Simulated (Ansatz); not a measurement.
C (graphite type, space group P6_3/mmc)

```
C
1.0
    2.45522     0.00000     0.00000
   -1.22761     2.12628     0.00000
    0.00000     0.00000     6.67049
C
4
Direct
  0.00000   0.00000   0.25000
  0.00000   0.00000   0.75000
  0.33333   0.66667   0.25000
  0.66667   0.33333   0.75000
```

The slice is a (1 -1 0 0) plane (indices of the conventional cell) through the point (0.333, 0.667, 0.250) (fractional), spanned by u = [110] and v = [001] in vectors of this cell: u (2.46 Å) and v (6.67 Å, at 90° to u). It covers one period; positions are fractions (u, v).

These are r2SCAN+rVV10 (plane waves to 500 eV, PAW, scalar-relativistic; Ansatz, a quantum-chemistry and plane-wave program) values and carry that method's errors. k mesh 15×15×5. These are valence fields of a PAW run, semicore shells included where kept as valence: close to a nucleus they are smooth pseudo fields. C was relaxed with its symmetry unable to fall. The PAW data are Ansatz's earlier set.

### Question
Predict the map of the valence electron density on the slice.

### Answer
| v \ u | 0.00 | 0.10 | 0.20 | 0.30 | 0.40 | 0.50 | 0.60 | 0.70 | 0.80 | 0.90 |
|---|---|---|---|---|---|---|---|---|---|---|
| 0.96 | 0.2 | 0.2 | 0.2 | 0.0 | -0.1 | -0.1 | -0.1 | 0.0 | 0.2 | 0.2 |
| 0.86 | -0.5 | -0.6 | -0.6 | -0.7 | -0.8 | -0.8 | -0.8 | -0.7 | -0.6 | -0.6 |
| 0.75 | -1.5 | -1.5 | -1.5 | -1.5 | -1.5 | -1.5 | -1.5 | -1.5 | -1.5 | -1.5 |
| 0.64 | -1.3 | -1.2 | -1.0 | -0.8 | -0.7 | -0.6 | -0.7 | -0.8 | -1.0 | -1.2 |
| 0.54 | -0.9 | -0.7 | -0.4 | -0.1 | 0.1 | 0.2 | 0.1 | -0.1 | -0.4 | -0.7 |
| 0.43 | -1.0 | -0.8 | -0.5 | -0.3 | -0.1 | 0.0 | -0.1 | -0.3 | -0.5 | -0.8 |
| 0.32 | -1.5 | -1.4 | -1.3 | -1.1 | -1.0 | -1.0 | -1.0 | -1.1 | -1.3 | -1.4 |
| 0.21 | -1.3 | -1.3 | -1.3 | -1.4 | -1.4 | -1.4 | -1.4 | -1.4 | -1.3 | -1.3 |
| 0.11 | -0.2 | -0.2 | -0.3 | -0.4 | -0.5 | -0.5 | -0.5 | -0.4 | -0.3 | -0.2 |
| 0.00 | 0.2 | 0.3 | 0.3 | 0.1 | 0.0 | -0.1 | 0.0 | 0.1 | 0.3 | 0.3 |

Values: log₁₀ of the valence density in e/Å³. The scale is logarithmic, as a density can span decades between atoms and voids.
